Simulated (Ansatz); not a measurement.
Relaxed-ion elastic tensor of Ti3AlC (anti-perovskite, Pm-3m) in GPa (Voigt order), DFT-LDA in the program Ansatz with PAW potentials; density 4.38 g/cm³, 13.84 Å³ per atom.

```
 355  80.9  80.9   0.0   0.0   0.0
80.9   355  80.9   0.0   0.0   0.0
80.9  80.9   355   0.0   0.0   0.0
 0.0   0.0   0.0  89.7   0.0   0.0
 0.0   0.0   0.0   0.0  89.7   0.0
 0.0   0.0   0.0   0.0   0.0  89.7
```

Problem. Is the crystal mechanically stable?

Solution. Yes: the smallest eigenvalue of C is 89.7 GPa.

Problem. Work out the Voigt, Reuss and Hill averages.

Solution. K_V = 172, K_R = 172, K_H = 172; G_V = 109, G_R = 104, G_H = 106 GPa.

Problem. Give Young's modulus, Poisson's ratio, Pugh's ratio and the universal anisotropy index.

Solution. E = 9KG/(3K + G) = 265 GPa; ν = 0.24; K/G = 1.62 (brittle by the Pugh limit of 1.75); A_U = 5G_V/G_R + K_V/K_R − 6 = 0.22.

Problem. Estimate the sound speeds and the Debye temperature.

Solution. v_l = √((K + 4G/3)/ρ) = 8460 m/s, v_t = √(G/ρ) = 4930 m/s, mean 5460 m/s; Θ = (h/k)(3n/4πV)^(1/3) v_m = 678 K.

Problem. Give the Zener ratio and Young's modulus along [100], [110] and [111].

Solution. A = 2C44/(C11 − C12) = 0.66; 1/E = S11 − 2(S11 − S12 − S44/2)Γ with Γ = 0, 1/4, 1/3 gives 325, 247, 229 GPa.

The workflow started from a Materials Project entry (that database holds measured and hypothetical structures alike); the Crystallography Open Database copy checked does not list it. Its standing as an ambient phase is unchecked. The cell was relaxed with LDA under the symmetry of its start; of distortions, only those at the zone centre were tested. The run is not spin-polarised. As this level gives no gap, shear constants depend on the k-mesh and smearing (Fermi–Dirac, 0.1 eV here).

Potentials: the earlier of the program's two PAW sets.
